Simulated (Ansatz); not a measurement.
# Sensitivity of the gradients in KZnF₃ to the input

Cell: a COD entry.

```yaml
crystal:
  lattice:
    - [4.05000, 0.00000, 0.00000]
    - [0.00000, 4.05000, 0.00000]
    - [0.00000, 0.00000, 4.05000]
  atoms:
    - { symbol: K, position: [0.00000, 0.00000, 0.00000] }
    - { symbol: Zn, position: [0.50000, 0.50000, 0.50000] }
    - { symbol: F, position: [0.50000, 0.50000, 0.00000] }
    - { symbol: F, position: [0.00000, 0.50000, 0.50000] }
    - { symbol: F, position: [0.50000, 0.00000, 0.50000] }
```

Atoms are numbered from 1 in the order listed; like atoms form one site, named after its first atom.

Reference run. Method: Kohn–Sham DFT in Ansatz, PBE, plane waves and PAW, scalar-relativistic, 420 eV cutoff, Γ-centred 6×6×6 k-points, Fermi–Dirac smearing 0.02 eV.

(1) The input is changed as follows: `hamiltonian.xc`: pbe → lda. What happens to V_zz (10²¹ V/m²) and η?

Results:

(1) 

```json
{"site": "F", "atom": "3", "V_zz reference": "9.92", "η reference": "0.00", "V_zz changed": "10.09", "η changed": "0.00"}
```

The largest change of V_zz is on F, from 9.92 to 10.09. In per cent, |V_zz| changes by +2 on F (all sites that start above 0.5). Sites without a gradient aren't listed. Its pressure is -5 GPa, against 5 GPa in the reference run. SCF iterations: 6 and 7.

On the reference run: At this cell the principal stresses reach 5 GPa in size with PBE, which can matter for small gradients.
